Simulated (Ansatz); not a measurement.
## Rb$_{2}$LiInF$_{6}$: zone-centre modes

The calculation used DFT PBEsol, scalar-relativistic, plane waves, PAW (Ansatz). The runs took a 420 eV cutoff, a Γ-centred 6×6×6 mesh and Gaussian smearing (0.05 eV). No spin polarisation.

The starting cell (relaxed at this level; it needn't be the usual structure):

```xyz
10
Lattice="0.0000 4.1935 4.1935 4.1935 0.0000 4.1935 4.1935 4.1935 0.0000" Properties=species:S:1:pos:R:3 pbc="T T T"
Rb    2.0967    2.0967    2.0967
Rb    6.2902    6.2902    6.2902
Li    4.1935    4.1935    4.1935
In    0.0000    0.0000    0.0000
F     4.1935    4.1935    2.0879
F     6.2991    4.1935    4.1935
F     4.1935    4.1935    6.2991
F     4.1935    2.0879    4.1935
F     4.1935    6.2991    4.1935
F     2.0879    4.1935    4.1935
```

Harmonic modes by finite displacements of 0.02 Å, without the LO–TO term.

(1) At this geometry, is the structure stable against these modes?

(2) List the wavenumbers in cm⁻¹.

Results:

(1) Yes: no mode is imaginary beyond 10 cm⁻¹, and only the three translations lie near zero.

(2) 0, 0, 0, 87, 87, 87, 91, 91, 91, 102, 102, 102, 152, 152, 152, 198, 198, 198, 224, 224, 224, 247, 247, 247, 330, 330, 432, 432, 432, 484.

Cost: 1 run of about 2.2 core-minutes, on Arm Neoverse V2 (shared hosts).